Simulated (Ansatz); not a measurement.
Input, command and steps of an Ansatz relaxation.

```yaml
crystal:
  lattice:
    - [3.4216022557, 0.0, 0.0]
    - [-1.7108011278, 2.9631944751, 0.0]
    - [0.0, 0.0, 5.3234573166]
  atoms:
    - { symbol: Zr, position: [0.3333333333, 0.6666666667, 0.245] }
    - { symbol: Zr, position: [0.6666666667, 0.3333333333, 0.755] }
    - { symbol: C, position: [0.0, 0.0, 0.0] }
    - { symbol: C, position: [0.3333333333, 0.6666666667, 0.645] }
    - { symbol: C, position: [0.6666666667, 0.3333333333, 0.355] }
basis:
  ecutwfc: 420
kpoints:
  mp_grid: { grid: [6, 6, 4] }
hamiltonian:
  xc: pbe
scf:
  occupations: { method: gaussian, width: 0.1 }
  lower_state_search: "off"
output:
  forces: true
  stress: true
  eigenvalues: true
relax:
  adjacent_minimum: "off"
  f_tol: 0.04
  max_steps: 70
  cell: { stress_tol: 0.4 }
```

```bash
ansatz run input.yaml --threads 1 --pin off --max-ram 2560MiB --backend cpu --events-out ev --progress --plain --runs-dir out
```

Theory: DFT PBE, scalar-relativistic, plane waves, PAW (Ansatz).

Of 16 frames 10 are shown, positions in Å and forces in eV/Å; the SCF threshold varies from step to step. Steps run on the plane waves of an earlier cell, with a Pulay correction in the pressure. The basis is chosen afresh for the last frame, the zero of the energies, and at times for earlier ones too; energy and pressure step there, also at an unchanged geometry. Here that happened at step 13 (-30 meV/atom, 1.9 GPa); the frames before carry an error of that size.

```xyz
5
Lattice="3.4216 0.0000 0.0000 -1.7108 2.9632 0.0000 0.0000 0.0000 5.3235" Properties=species:S:1:pos:R:3:forces:R:3 pbc="T T T" step=1 free_energy_over_end_meV_per_atom=798.66 pressure_GPa=48.78
Zr    0.0000    1.9755    1.3042    0.0000    0.0000   -2.1055
Zr    1.7108    0.9877    4.0192    0.0000    0.0000    2.1055
C     0.0000    0.0000    0.0000    0.0000    0.0000    0.0000
C     0.0000    1.9755    3.4336    0.0000    0.0000   -0.5151
C     1.7108    0.9877    1.8898    0.0000    0.0000    0.5151
5
Lattice="3.6217 0.0000 0.0000 -1.8109 3.1365 0.0000 0.0000 0.0000 5.6333" Properties=species:S:1:pos:R:3:forces:R:3 pbc="T T T" step=3 free_energy_over_end_meV_per_atom=502.10 pressure_GPa=1.50
Zr    0.0000    2.0910    1.3334    0.0000    0.0000   -0.1968
Zr    1.8109    1.0455    4.2999    0.0000    0.0000    0.1968
C     0.0000    0.0000    0.0000    0.0000    0.0000    0.0000
C     0.0000    2.0910    3.5987    0.0000    0.0000    0.0195
C     1.8109    1.0455    2.0346    0.0000    0.0000   -0.0195
5
Lattice="3.5856 0.0000 0.0000 -1.7928 3.1052 0.0000 0.0000 0.0000 5.8881" Properties=species:S:1:pos:R:3:forces:R:3 pbc="T T T" step=4 free_energy_over_end_meV_per_atom=492.25 pressure_GPa=-3.42
Zr    0.0000    2.0702    1.3822    0.0000    0.0000   -0.6170
Zr    1.7928    1.0351    4.5059    0.0000    0.0000    0.6170
C     0.0000    0.0000    0.0000    0.0000    0.0000    0.0000
C     0.0000    2.0702    3.6817    0.0000    0.0000    0.1173
C     1.7928    1.0351    2.2065    0.0000    0.0000   -0.1173
5
Lattice="3.4258 0.0000 0.0000 -1.7129 2.9668 0.0000 0.0000 0.0000 6.4087" Properties=species:S:1:pos:R:3:forces:R:3 pbc="T T T" step=6 free_energy_over_end_meV_per_atom=291.05 pressure_GPa=-12.66
Zr    0.0000    1.9779    1.3546    0.0000    0.0000   -0.9564
Zr    1.7129    0.9889    5.0541    0.0000    0.0000    0.9564
C     0.0000    0.0000    0.0000    0.0000    0.0000    0.0000
C     0.0000    1.9779    3.7776    0.0000    0.0000   -0.9114
C     1.7129    0.9889    2.6310    0.0000    0.0000    0.9114
5
Lattice="3.1536 0.0000 0.0000 -1.5768 2.7311 0.0000 0.0000 0.0000 6.8152" Properties=species:S:1:pos:R:3:forces:R:3 pbc="T T T" step=8 free_energy_over_end_meV_per_atom=68.34 pressure_GPa=-2.91
Zr    0.0000    1.8207    1.2815    0.0000    0.0000    1.4789
Zr    1.5768    0.9104    5.5337    0.0000    0.0000   -1.4789
C     0.0000    0.0000    0.0000    0.0000    0.0000    0.0000
C     0.0000    1.8207    3.6257    0.0000    0.0000    0.9094
C     1.5768    0.9104    3.1895    0.0000    0.0000   -0.9094
5
Lattice="3.1653 0.0000 0.0000 -1.5826 2.7412 0.0000 0.0000 0.0000 6.5795" Properties=species:S:1:pos:R:3:forces:R:3 pbc="T T T" step=9 free_energy_over_end_meV_per_atom=42.66 pressure_GPa=4.27
Zr    0.0000    1.8275    1.2991    0.0000    0.0000   -0.0107
Zr    1.5826    0.9137    5.2804    0.0000    0.0000    0.0107
C     0.0000    0.0000    0.0000    0.0000    0.0000    0.0000
C     0.0000    1.8275    3.6214    0.0000    0.0000   -0.6314
C     1.5826    0.9137    2.9581    0.0000    0.0000    0.6314
5
Lattice="3.1649 0.0000 0.0000 -1.5825 2.7409 0.0000 0.0000 0.0000 6.6720" Properties=species:S:1:pos:R:3:forces:R:3 pbc="T T T" step=11 free_energy_over_end_meV_per_atom=32.81 pressure_GPa=0.07
Zr    0.0000    1.8273    1.3113    0.0000    0.0000    0.0542
Zr    1.5825    0.9136    5.3606    0.0000    0.0000   -0.0542
C     0.0000    0.0000    0.0000    0.0000    0.0000    0.0000
C     0.0000    1.8273    3.6209    0.0000    0.0000   -0.0261
C     1.5825    0.9136    3.0510    0.0000    0.0000    0.0261
5
Lattice="3.1668 0.0000 0.0000 -1.5834 2.7425 0.0000 0.0000 0.0000 6.6680" Properties=species:S:1:pos:R:3:forces:R:3 pbc="T T T" step=13 free_energy_over_end_meV_per_atom=2.50 pressure_GPa=1.92
Zr    0.0000    1.8284    1.3140    0.0000    0.0000    0.0379
Zr    1.5834    0.9142    5.3541    0.0000    0.0000   -0.0379
C     0.0000    0.0000    0.0000    0.0000    0.0000    0.0000
C     0.0000    1.8284    3.6163    0.0000    0.0000   -0.0821
C     1.5834    0.9142    3.0517    0.0000    0.0000    0.0821
5
Lattice="3.1552 0.0000 0.0000 -1.5776 2.7325 0.0000 0.0000 0.0000 6.7417" Properties=species:S:1:pos:R:3:forces:R:3 pbc="T T T" step=14 free_energy_over_end_meV_per_atom=0.19 pressure_GPa=0.17
Zr    0.0000    1.8217    1.3276    0.0000    0.0000   -0.0175
Zr    1.5776    0.9108    5.4141    0.0000    0.0000    0.0175
C     0.0000    0.0000    0.0000    0.0000    0.0000    0.0000
C     0.0000    1.8217    3.6462    0.0000    0.0000   -0.0102
C     1.5776    0.9108    3.0955    0.0000    0.0000    0.0102
5
Lattice="3.1514 0.0000 0.0000 -1.5757 2.7292 0.0000 0.0000 0.0000 6.7556" Properties=species:S:1:pos:R:3:forces:R:3 pbc="T T T" step=16 free_energy_over_end_meV_per_atom=0.00 pressure_GPa=0.07
Zr    0.0000    1.8195    1.3290    0.0000    0.0000   -0.0013
Zr    1.5757    0.9097    5.4265    0.0000    0.0000    0.0013
C     0.0000    0.0000    0.0000    0.0000    0.0000    0.0000
C     0.0000    1.8195    3.6518    0.0000    0.0000    0.0031
C     1.5757    0.9097    3.1038    0.0000    0.0000   -0.0031
```

The start puts this composition into another compound's structure type, which needn't suit it. At the end the space group is P-3m1 (tolerance 0.05 Å).

It took 17 s on 1 thread of Intel(R) Xeon(R) 6975P-C (Granite Rapids), on a shared host, peak memory 0.4 GiB.

The k mesh is coarse.